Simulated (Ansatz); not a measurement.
Relaxed SrTiO₃ (cubic perovskite):

```
SrTiO3
1.0
    3.93641     0.00000     0.00000
    0.00000     3.93641     0.00000
    0.00000     0.00000     3.93641
Sr Ti O
1 1 3
Direct
  0.00000   0.00000   0.00000
  0.50000   0.50000   0.50000
  0.00000   0.50000   0.50000
  0.50000   0.50000   0.00000
  0.50000   0.00000   0.50000
```

The atoms are displaced by Q × the pattern below (from a DFPT mode at Γ, largest move 1; Q in Å), at fixed cell. It is one choice among 3 degenerate patterns.

```tsv
atom	x	y	z
Sr1	0.000	0.000	-0.826
Ti2	0.000	0.000	1.000
O3	0.000	0.000	0.586
O4	0.000	0.000	0.360
O5	0.000	0.000	0.586
```

The numbers are results of PBE (plane waves to 420 eV, PAW, scalar-relativistic; Ansatz, an electronic-structure program), not measurements. k mesh 8×8×8 (Γ-centred), Fermi-Dirac smearing 0.05 eV. Energies are smeared free energies. SrTiO3 is run without spin polarisation. SrTiO3 was relaxed with its symmetry unable to fall. The zero of ΔE is the undisplaced structure.

```json
[
 {"Q (Å)": "-0.2800", "ΔE (meV/cell)": "withheld"},
 {"Q (Å)": "-0.2333", "ΔE (meV/cell)": "277"},
 {"Q (Å)": "-0.1867", "ΔE (meV/cell)": "171"},
 {"Q (Å)": "-0.1400", "ΔE (meV/cell)": "94"},
 {"Q (Å)": "-0.0933", "ΔE (meV/cell)": "41"},
 {"Q (Å)": "-0.0467", "ΔE (meV/cell)": "10"},
 {"Q (Å)": "0.0000", "ΔE (meV/cell)": "0"},
 {"Q (Å)": "0.0467", "ΔE (meV/cell)": "10"},
 {"Q (Å)": "0.0933", "ΔE (meV/cell)": "41"},
 {"Q (Å)": "0.1400", "ΔE (meV/cell)": "94"},
 {"Q (Å)": "0.1867", "ΔE (meV/cell)": "171"},
 {"Q (Å)": "0.2333", "ΔE (meV/cell)": "277"},
 {"Q (Å)": "0.2800", "ΔE (meV/cell)": "withheld"}
]
```

Task: Fit an even polynomial form (powers 2, 4) to the given rows and predict ΔE at Q = -0.2800.

Result: Least squares on the 11 given rows: ΔE = (4611)·Q² + (8745)·Q⁴, in meV/cell with Q in Å; root-mean-square residual 0.2 meV/cell. At -0.2800 the fit gives 415 meV/cell; the calculation gives 415 meV/cell, the same to the digits shown. The quadratic term alone would give 362 meV/cell.

(A displaced cell: forces are minus the slopes of the energy, force constants its curvatures, and phonons follow from these.)
